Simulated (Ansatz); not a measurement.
ScAl, in the lowest among the structures calculated here: Pm-3m (No. 221), cP2, CsCl type; a = b = c = 3.3447 Å, α = β = γ = 90.00°; Sc 1b (0.500, 0.500, 0.500); Al 1a (0.000, 0.000, 0.000). Method: PBEsol (plane waves to 420 eV, PAW, scalar-relativistic; Ansatz, a program for electronic structure). Element references, the lowest calculated here: Al (Fm-3m), Sc (P6₃/mmc).

Q: Predict the formation energy of this Pm-3m form of ScAl from the elements from PBEsol.

A: -0.47 eV/atom.

Q: Is it stable against the other phases calculated?

A: Yes: the most favourable decomposition, ScAl → 0.33 Sc2Al + 0.33 ScAl2 (ScAl2 Fd-3m, Sc2Al P6₃/mmc), costs 0.04 eV/atom.

Q: Over what range of chemical potentials is ScAl stable among the phases calculated here? Give the corners of its window as Δμ = μ − μ(element).

A: 
| in equilibrium with | Δμ(Al) (eV) | Δμ(Sc) (eV) |
|---|---|---|
| ScAl2 | -0.54 | -0.39 |
| Sc2Al | -0.80 | -0.13 |

At every corner Σ nΔμ equals the formation energy, about -0.9 eV per formula unit; the corners carry the error of several atoms' energies, a few 0.01 eV.

This is the hull of the energies calculated here, no anion corrections; phases that were not calculated are missing from it. Values are rounded to 0.01 eV/atom. The compounds carry no spin polarisation.
